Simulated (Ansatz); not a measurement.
Phonons of MoSi₂ (MoSi2 type, space group I4/mmm) at Γ, N = (0.5, 0.0, 0.0), X = (0.5, 0.5, 0.0), M = (0.5, 0.5, 0.5).

MoSi2 (MoSi2 type, space group I4/mmm)

```yaml
crystal:
  lattice:
    - [-1.60850, 1.60850, 3.93661]
    - [1.60850, -1.60850, 3.93661]
    - [1.60850, 1.60850, -3.93661]
  atoms:
    - { symbol: Mo, position: [0.00000, 0.00000, 0.00000] }
    - { symbol: Si, position: [0.33511, 0.33511, 0.00000] }
    - { symbol: Si, position: [0.66489, 0.66489, 0.00000] }
```

These are PBE (plane waves to 420 eV, PAW, scalar-relativistic; Ansatz, an electronic-structure program) values and carry that method's errors. Harmonic phonons by density-functional perturbation theory on a 20×20×20 k mesh, in cm⁻¹ and rounded to 5; i marks imaginary ones, q is in fractions of the reciprocal vectors of the cell shown, and the three acoustic modes at Γ are left out. The program warned that its band solver left a few bands short of their tolerance. MoSi2 is run without spin polarisation. MoSi2 was relaxed with its symmetry unable to fall. The PAW data are Ansatz's earlier set.

```json
[
 {"q": "Γ", "wavenumbers (cm⁻¹)": "265 (×2), 310, 320 (×2), 425"},
 {"q": "N = (0.5, 0.0, 0.0)", "wavenumbers (cm⁻¹)": "180, 200, 250, 260, 280, 285, 295, 390, 420"},
 {"q": "X = (0.5, 0.5, 0.0)", "wavenumbers (cm⁻¹)": "200, 210, 260, 270, 280, 300, 375, 380, 385"},
 {"q": "M = (0.5, 0.5, 0.5)", "wavenumbers (cm⁻¹)": "180 (×2), 235 (×2), 250, 305 (×2), 350, 415"}
]
```

The structure shows no imaginary mode at these points (lowest 180 cm⁻¹ at M = (0.5, 0.5, 0.5)); other wave vectors were not tested.

Highest mode: 425 cm⁻¹ at Γ.
